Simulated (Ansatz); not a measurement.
# Exchange couplings of NiRh (R-3m)

```yaml
crystal:
  lattice:
    - [1.31413, 0.75871, 4.11171]
    - [-1.31413, 0.75871, 4.11171]
    - [0.00000, -1.51742, 4.11171]
  atoms:
    - { symbol: Ni, position: [0.00000, 0.00000, 0.00000] }
    - { symbol: Rh, position: [0.50000, 0.50000, 0.50000] }
```

The geometry is a structure from the Materials Project, held fixed and not relaxed.

Functional, mesh and filling: PBEsol, 12×12×12 k mesh, Fermi–Dirac smearing of 0.05 eV. AE-PAW is all-electron PAW in Ansatz 0.2.0 on datasets made for the crystal. Site moments are integrated in spheres about the atoms. Start moments (μB): Ni1 0.7, Rh2 0.3.

Site moments (μB): Ni1 0.67, Rh2 0.35. Cell moment 0.99 μB.

Couplings come from the force theorem (directions of the magnetic atoms constrained, all else relaxed) on a 12×12×12 mesh, with E = −Σ J e_i·e_j over ordered pairs of unit vectors, so positive J favours parallel moments.

| pair | count | J AE-PAW (meV) | J, frozen-core files (meV) |
| --- | --- | --- | --- |
| Ni1–Ni at 2.63 Å | 6 | +6.19 | +6.13 |
| Ni1–Ni at 4.38 Å | 6 | +2.14 | +2.13 |
| Ni1–Ni at 4.55 Å | 6 | -0.13 | -0.17 |
| Ni1–Ni at 5.11 Å | 6 | -1.04 | -1.04 |
| Ni1–Ni at 5.26 Å | 6 | +1.11 | +1.11 |
| Ni1–Ni at 5.75 Å | 12 | +0.07 | +0.06 |
| Ni1–Ni at 6.84 Å | 12 | +0.22 | +0.22 |
| Ni1–Ni at 6.95 Å | 12 | -0.04 | -0.04 |

The program reports that this state isn't the lowest of its own couplings. The gain of the softest rotation is smaller than what its band sum leaves out of a whole turn, though, so more bands could change its sign.

The couplings come from one mesh, and their convergence in k wasn't tested.

They shouldn't be read as transferable Heisenberg parameters: they are taken about a state that they themselves reject, with itinerant moments.

The Ansatz runs typed with the search for lower states off end where their start leads. The program couldn't verify every level among the many empty bands that the force theorem sums over. None of this fixes the real material's magnetic order: only patterns that fit the cell were computed, without spin fluctuations and on one mesh and smearing, with a functional that can overstate moments.
